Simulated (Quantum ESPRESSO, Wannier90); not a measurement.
## BaTiO3 (P4mm), plane waves to Wannier functions

```xyz
5
Lattice="3.9904 0.0000 0.0000 0.0000 3.9904 0.0000 0.0000 0.0000 4.1027" Properties=species:S:1:pos:R:3 pbc="T T T"
Ba     1.9952     1.9952    -1.7127
Ti     0.0000     0.0000     0.4104
O      0.0000     1.9952     0.2635
O      1.9952     0.0000     0.2635
O      0.0000     0.0000    -1.8504
```

Cell from Materials Project (mp-5986), symmetrised, no further relaxation. COD (Crystallography Open Database) has the formula in 5 space groups, this one among them (matched by group alone). Level: PBEsol, no spin polarisation, no spin-orbit coupling; pw.x of Quantum ESPRESSO at 68 Ry with PseudoDojo potentials, 8×8×8 k-points, Wannier90. Density: 8×8×8 mesh, cold smearing 0.01 Ry. Spin-orbit coupling is left out although heavy elements are present.

Bands 9-11 form an isolated set from -10.73 to -9.55 eV relative to the valence-band maximum (on the path) and are turned into 3 Wannier functions by minimising the spread from the start: atomic waves Ba 5p.

Q: Where do the functions sit, how wide are they and what are they made of?

A: 
```json
[
 {"functions": "3", "spread (Å²)": "1.75", "nearest atom, distance (Å)": "Ba 0.00", "second atom, distance (Å)": "O 2.81", "weight on atomic waves": "Ba 5p 92 %, O 2p 4 %"}
]
```

Ω_I = 5.23 Å², Ω_total = 5.24 Å²; the interpolated bands follow pw.x to 0.0 meV rms on the path. Only this start was tried; a symmetric start can stop on a saddle, and mixtures of these functions could lower the total by at most Ω_total − Ω_I.
